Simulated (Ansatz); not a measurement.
Relaxed-ion elastic tensor of CuPt in space group R-3m (No. 166; Cu on 3a, Pt on 3b) in GPa (Voigt order), r²SCAN (plane waves, PAW; program Ansatz); density 15.78 g/cm³, 13.61 Å³ per atom.

```json
[
 {"": "1", "1": "371", "2": "153", "3": "146", "4": "-23.1", "5": "0.0", "6": "0.0"},
 {"": "2", "1": "153", "2": "371", "3": "146", "4": "23.1", "5": "0.0", "6": "0.0"},
 {"": "3", "1": "146", "2": "146", "3": "334", "4": "0.0", "5": "0.0", "6": "0.0"},
 {"": "4", "1": "-23.1", "2": "23.1", "3": "0.0", "4": "58.0", "5": "0.0", "6": "0.0"},
 {"": "5", "1": "0.0", "2": "0.0", "3": "0.0", "4": "0.0", "5": "58.0", "6": "-23.1"},
 {"": "6", "1": "0.0", "2": "0.0", "3": "0.0", "4": "0.0", "5": "-23.1", "6": "109"}
]
```

### Question
Is the crystal mechanically stable?

### Answer
Yes: the smallest eigenvalue of C is 49.2 GPa.

### Question
Work out the Voigt, Reuss and Hill averages.

### Answer
K_V = 218, K_R = 218, K_H = 218; G_V = 87.3, G_R = 74.1, G_H = 80.7 GPa.

### Question
Give Young's modulus, Poisson's ratio, Pugh's ratio and the universal anisotropy index.

### Answer
E = 9KG/(3K + G) = 215 GPa; ν = 0.34; K/G = 2.70 (ductile by the Pugh limit of 1.75); A_U = 5G_V/G_R + K_V/K_R − 6 = 0.89.

### Question
Estimate the sound speeds and the Debye temperature.

### Answer
v_l = √((K + 4G/3)/ρ) = 4540 m/s, v_t = √(G/ρ) = 2260 m/s, mean 2540 m/s; Θ = (h/k)(3n/4πV)^(1/3) v_m = 316 K.

### Question
Solve the Christoffel equation for the three sound speeds along x, y, z.

### Answer
Eigenvalues of C_ijkl n_j n_l equal ρv². In km/s, slowest first: x 1.77, 2.74, 4.85; y 1.89, 2.63, 4.86; z 1.92, 1.92, 4.60.

### Question
How much does each axis shrink under pressure?

### Answer
Linear compressibilities β_i = Σ_j S_ij (j = 1 to 3): x 1.4, y 1.4, z 1.8 per TPa.

The workflow started from a Materials Project entry (that database holds measured and hypothetical structures alike); the Crystallography Open Database copy checked does not list it. With Cu and Pt taken as one species the cell has the higher symmetry Fm-3m, so it may be an ordered model of a mixed-site phase. Its standing as an ambient phase is unchecked. The cell was relaxed with r²SCAN under the symmetry of its start; of distortions, only those at the zone centre were tested. The run is not spin-polarised. As this level gives no gap, shear constants depend on the k-mesh and smearing (Fermi–Dirac, 0.1 eV here). On the denser mesh and wider smearing of the elastic run this cell carries a stress of 0.4 GPa. Scalar-relativistic: spin–orbit coupling is off unless named, which matters more the heavier the elements.

Potentials: the later of the program's two PAW sets.
